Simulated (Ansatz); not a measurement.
TePt (P6_3/mmc), clamped-ion strain scan

All numbers below come from DFT r2SCAN, scalar-relativistic, plane waves, PAW (Ansatz). Settings: plane waves to 500 eV, k-mesh 12×12×10 (Γ-centred), Gaussian smearing 0.15 eV. Spin–orbit coupling is left out, which can shift energies with elements as heavy as these. No spin polarisation. Energies are free energies at this smearing, counted from the undisturbed cell; pressure is positive in compression.

The undisturbed cell (as given, not relaxed at this level; it stands at 15.5 GPa, and it needn't be the usual structure):

```
Te Pt
1.0
     4.11100    0.00000    0.00000
    -2.05550    3.56023    0.00000
     0.00000    0.00000    5.44600
Te Pt
2 2
Cartesian
  0.0000 2.3735 1.3615
  2.0555 1.1867 4.0845
  0.0000 0.0000 0.0000
  0.0000 0.0000 2.7230
```

The cell is strained by ε times the Voigt pattern (1, 1, 0, 0, 0, 0) (xx, yy, zz, yz, xz, xy; engineering shear) with fractional coordinates fixed. The cell is metallic on the mesh throughout. At 15 GPa the given cell is far from its own equilibrium, so these figures belong to a strongly strained crystal.

```tsv
ε	ΔE (meV/atom)
-0.1500	2354.3
-0.1125	1328.3
-0.0750	642.9
-0.0375	222.4
0.0000	0.0
0.0375	-75.2
0.0750	-42.0
0.1125	68.4
0.1312	144.0
0.1500	230.4
```

Q: Predict the stress summed along the pattern (GPa, tension positive) at each point.

A:
| ε | stress summed along the pattern (GPa, tension positive) |
| --- | --- |
| -0.1500 | -307.50 |
| -0.1125 | -203.75 |
| -0.0750 | -125.31 |
| -0.0375 | -69.44 |
| 0.0000 | -30.36 |
| 0.0375 | -3.15 |
| 0.0750 | 15.27 |
| 0.1125 | 26.95 |
| 0.1312 | 30.85 |
| 0.1500 | 33.78 |